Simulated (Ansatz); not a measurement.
**Stability checks on a candidate for AlGa3P4**

The structure comes from a generated guess, relaxed at this level; another structure or a mixture of phases may lie lower.

Method: DFT PBE, scalar-relativistic, plane waves, PAW (Ansatz 0.2.0). Settings of the last relaxation (8-atom cell): 420 eV, 6×6×6 k points, Gaussian smearing of 0.02 eV, no spin polarisation.

```cif
data_structure
_symmetry_space_group_name_H-M 'P-43m'
_symmetry_Int_Tables_number 215
_cell_length_a 5.5072
_cell_length_b 5.5072
_cell_length_c 5.5072
_cell_angle_alpha 90.000
_cell_angle_beta 90.000
_cell_angle_gamma 90.000
_cell_volume 167.03
loop_
_atom_site_label
_atom_site_type_symbol
_atom_site_symmetry_multiplicity
_atom_site_Wyckoff_symbol
_atom_site_fract_x
_atom_site_fract_y
_atom_site_fract_z
_atom_site_occupancy
Al1 Al 1 a 0.00000 0.00000 0.00000 1
Ga1 Ga 3 c 0.50000 0.00000 0.50000 1
P1 P 4 e 0.75050 0.24949 0.24949 1
```

Energies over the elements count from the elements' standard structures at the same level, with no fitted energy shifts. The references include black phosphorus.

Question: These tests were run: energy against the elements; phonons at Γ; elastic tensor. What do they show?

Answer:

| test | result |
| --- | --- |
| energy against the elements | −0.481 eV/atom |
| phonons at Γ | lowest optical mode 100 cm⁻¹ |
| elastic tensor | least eigenvalue 63 GPa |

It fails none of these tests. Whether a mixture of other phases lies lower isn't tested here. Phonons away from Γ weren't computed.

The reference form of P is held partly by dispersion forces, which this level lacks. The run for the phonons used a 6×6×6 k mesh. The run for the elastic tensor used a 6×6×6 k mesh.
